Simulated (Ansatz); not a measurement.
KTaO$_{3}$ (cubic perovskite), relaxed and computed with several functionals in Ansatz (plane waves, PAW). Much of their spread follows the volume that each gives.

| functional | V (Å³/atom) | B₀ by P(V) fit (GPa) |
|---|---|---|
| PBE | 13.04 | 188 |
| HSE06 | 12.67 | 212 |
| r²SCAN | 12.71 | 209 |
| LDA | 12.34 | ? |

**Question.** Fit a straight line to ln B₀ against ln V and predict the withheld value.

**Answer.** Least squares on the 3 shown rows: ln B₀ = -4.16 × ln V + (15.919), with a scatter of 0.1 %. For LDA this gives 236. The run itself gave 218, a miss of 8.3 % of that, well beyond the scatter: the line misses something about this case.

All cells were relaxed under the symmetry of their starts (and spin orders); stability against distortions was not tested throughout. Rows with no word on spin ran without spin polarisation. Scalar-relativistic: spin–orbit coupling is off unless named, which matters more the heavier the elements.

Potentials: the later of the program's two PAW sets.

Ansatz (an electronic-structure program) is a plane-wave DFT program.
